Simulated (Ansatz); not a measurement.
BAs:
```
CELL_PARAMETERS angstrom
      3.42908     0.00000     0.00000
     -1.71454     2.96967     0.00000
      0.00000     0.00000     7.40282
ATOMIC_POSITIONS crystal
  B  0.00000 0.50000 0.33333
  B  0.50000 0.50000 0.66667
  B  0.50000 0.00000 0.00000
  As 0.00000 0.50000 0.83333
  As 0.50000 0.50000 0.16667
  As 0.50000 0.00000 0.50000
```

Relaxed with PBEsol. Special points in fractions of this cell's reciprocal vectors: Γ (0.000, 0.000, 0.000); M (0.500, 0.000, 0.000); K (0.333, 0.333, 0.000); A (0.000, 0.000, 0.500); L (0.500, 0.000, 0.500); H (0.333, 0.333, 0.500).

Task: List the band energies nearest the valence-band maximum at these points for the program Ansatz at the PBEsol with spin–orbit coupling level (PAW).

Result: In eV from the valence-band maximum; about four levels below and three above (degenerate sets whole), none deeper than 8.9 eV; points with the same levels are listed once.

```
k                    below                     above
-  -----------------------  ------------------------
Γ    -0.96 -0.96 0.00 0.00       2.12 2.12 2.13 2.13
M  -2.84 -2.84 -2.53 -2.53       0.30 0.30 0.63 0.63
K  -2.63 -2.63 -2.57 -2.56       0.67 0.67 2.28 2.29
A  -1.14 -1.14 -0.74 -0.74       1.91 1.91 2.46 2.46
L  -3.38 -3.38 -3.01 -3.01       1.74 1.74 2.16 2.16
H  -3.26 -3.26 -2.78 -2.78  2.71 2.71 3.66 3.66 3.66
```

Space group P6_422. The start of the workflow was typed in or built on a structure type; neither database checked (COD, Materials Project) lists it. It is not the phase usual at ambient conditions (space group No. 216). Symmetry was held in the PBEsol relaxation; of distortions, only those at the zone centre were tested. Its formation energy is positive at this level, so the cell may be metastable or incomplete.

Potentials: the later of the program's two PAW sets.
